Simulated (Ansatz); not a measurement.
# Ni: converged, but where?

System: Ni, an experimental structure (space group Fm-3m, primitive cell doubled); the cell holds 2 atoms. Source: COD entry 9012987; the sample's temperature and pressure aren't taken into account, and it need not be the stable phase.

All numbers below come from Ansatz development build ahead of 0.2.0, DFT, PBE, PAW, plane waves, scalar-relativistic.

```yaml
crystal:
  lattice:
    - [0.0, -1.7678, -1.7678]
    - [-3.5356, -1.7678, -1.7678]
    - [0.0, 1.7678, -1.7678]
  atoms:
    - { symbol: Ni, position: [0.0, 0.0, 0.0], spin: 2.0 }
    - { symbol: Ni, position: [0.0, 0.5, 0.5], spin: 2.0 }
  symmetry: { detect: false, time_reversal: true }
magnetization:
  spin_polarized: true
hamiltonian:
  xc: pbe
  pseudopotentials: { kind: paw }
basis:
  ecutwfc: 420
kpoints:
  mp_grid: { grid: [13, 8, 11] }
scf:
  occupations: { method: fermi_dirac, width: 0.05 }
  lower_state_search: "off"
output:
  forces: true
  stress: true
```

Wall time and machine: 40 s on 2 threads of Arm Neoverse V2 (shared host), peak memory 0.77 GiB.

The end of the output:

```
SCF converged after 12 iterations
an eigenvalue changed by more than its tolerance at an iteration that met the thresholds in force, so the SCF went on 1 time: the last check found none over its tolerance
Magnetization: 1.2604 μB (18.6302 up, 17.3698 down)
Absolute magnetization: 1.4490 μB (∫|ρ↑−ρ↓|, with the PAW one-centre terms)
Spin contamination: 0.0142 ħ² per cell (⟨S²⟩ above its minimum at these occupations)
Per-site moments (μB) at R_I (Å): [(0.6698, 1.0312), (0.6698, 1.0312)]
Free energy (F): -11679.453896 eV
Harris-Foulkes:  -11679.453896 eV  (|F-HF|=3.22e-9)
Internal energy: -11679.425827 eV  (E = F + TS)
E sigma→0 (E₀):  -11679.439861 eV
Entropy (-TS):   -0.028068 eV (-14.034 meV/atom)
Fermi energy:    17.836401 eV
--- Forces (eV/Å), atoms counted from 1 ---
  atom   1  Ni     0.00000020     0.00000000    -0.00000000
  atom   2  Ni    -0.00000020     0.00000000    -0.00000000
--- Stress (GPa, compression-positive) ---
       -2.685980      -0.013935      -0.013935
       -0.013934      -2.912829      -0.008663
       -0.013934      -0.008663      -2.912828
  P = ⅓ Tr σ = -2.8372 GPa (-28.372 kbar)
```

The mesh has less symmetry than the lattice, which lowers the symmetry of the run.

A small moment in a metal is sensitive to the mesh and the smearing.

Site moments are taken inside atomic spheres and don't add up to the total.

The run converged. Is this the lowest state of the cell, and if not, what lies lower and how is it reached?

As far as the runs go, yes: it is the lowest of 3 states reached by 12 converged runs, and the next lies 55.1 meV/atom higher (antiferromagnetic, site moments Ni1 0.12, Ni2 -0.12 μB, total 0.00 μB per cell, no gap on the k-mesh). That doesn't prove a ground state. This multiple of the primitive cell fits some opposed orders; other multiples fit others. Orders that need a larger cell or non-collinear spins weren't tried.
